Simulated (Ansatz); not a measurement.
Ta$_{2}$N in space group P-31m (No. 162; Ta on 6k, N on 2d, N on 1a) at seven volumes, the program Ansatz at the PBEsol level (PAW), shape and atoms relaxed at each. One row is withheld.

```json
[
 {"V (Å³/atom)": "11.918", "P (GPa)": "34.95"},
 {"V (Å³/atom)": "12.310", "P (GPa)": "21.43"},
 {"V (Å³/atom)": "12.703", "P (GPa)": "9.87"},
 {"V (Å³/atom)": "13.096", "P (GPa)": "0.00"},
 {"V (Å³/atom)": "13.489", "P (GPa)": "-8.43"},
 {"V (Å³/atom)": "13.882", "P (GPa)": "-15.61"},
 {"V (Å³/atom)": "14.275", "P (GPa)": "?"}
]
```

Fit the shown pressures and predict the withheld one.

Third-order Birch–Murnaghan: P = (3/2)B₀(x^(7/2) − x^(5/2))[1 + (3/4)(B′ − 4)(x − 1)] with x = (V₀/V)^(2/3). Least squares on the six rows gives V₀ = 13.096 Å³/atom, B₀ = 303.3 GPa, B′ = 4.25. At V = 14.275, x = 0.9442 and P = -21.78 GPa. The run itself gave -21.73 GPa.

The first step of the workflow began from a Materials Project structure, measured or hypothetical; the Crystallography Open Database copy checked does not list it. Whether it is the stable phase at ambient conditions was not checked. Symmetry was held in the PBEsol relaxation; its stability against distortions is not shown here. No spin polarisation was allowed. Scalar-relativistic: spin–orbit coupling is off unless named, which matters more the heavier the elements.

Potentials: the earlier of the program's two PAW sets. The files were generated under PBE; for other functionals the program regenerates the frozen cores, and for LDA and PBEsol the local potential too.
